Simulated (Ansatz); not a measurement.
# What DFT gives for Sb₂AsSe₂

```
CELL_PARAMETERS angstrom
0.00000 4.10999 0.00000
5.57999 -2.05499 0.00000
-0.04896 2.05499 -11.72747
ATOMIC_POSITIONS crystal
Sb 0.95480 0.73410 0.82450
Sb 0.04520 0.26590 0.17550
Sb 0.81190 0.22590 0.60210
Sb 0.18810 0.77410 0.39790
As 0.39420 0.77280 0.98440
As 0.60580 0.22720 0.01560
Se 0.21140 0.18520 0.76240
Se 0.78860 0.81480 0.23760
Se 0.59370 0.77900 0.59160
Se 0.40630 0.22100 0.40840
```

Level: PBE, no spin polarisation; 420 eV; 5×5×5 Γ-centred mesh; fermi-dirac occupations (width 0.0298 eV); Ansatz 0.2.0, fixed geometry.

(1) Which atom feels the largest force, and which way?

(2) Is the cell too large or too small?

(3) What is the formation energy?

(4) Which orbitals make up the band edges?

(5) Is there a gap, and of what kind?

Origin: a known structure type with other elements, at an estimated volume, so it need not be a known compound. Caveats: no spin-orbit coupling, which can shift this gap by tenths of an eV; the mesh misses a band edge that the path finds.

## Answers

(1) The largest is on Se9 (and as large on other atoms): 1.13 eV/Å, components (-1.01, 0.00, 0.50). It makes 156° with the line to a nearest neighbour, Sb3 at 2.50 Å, pointing away from it.

(2) The pressure is 1.3 GPa (compression positive), so with the atoms held at these fractions the cell would first expand; the forces are large, so a full relaxation may end otherwise. The principal stresses 0.0, 0.5, 3.5 GPa differ, so its shape would change too.

(3) -0.13 eV an atom against the elements' usual phases (free molecules for gases, crystals otherwise, with no correction for O₂ or N₂), so it is bound against them; other compounds may still compete. Relaxing would lower it.

(4) Within 0.7 eV of the edges, the states project mainly on Se p (35 %), As p (29 %) and Sb p (25 %) below the gap and on Sb p (50 %), Se p (19 %) and As p (14 %) above it.

(5) The gap is 0.10 eV, indirect (the least direct gap found is 0.17 eV). A semilocal functional usually gives too small a gap.
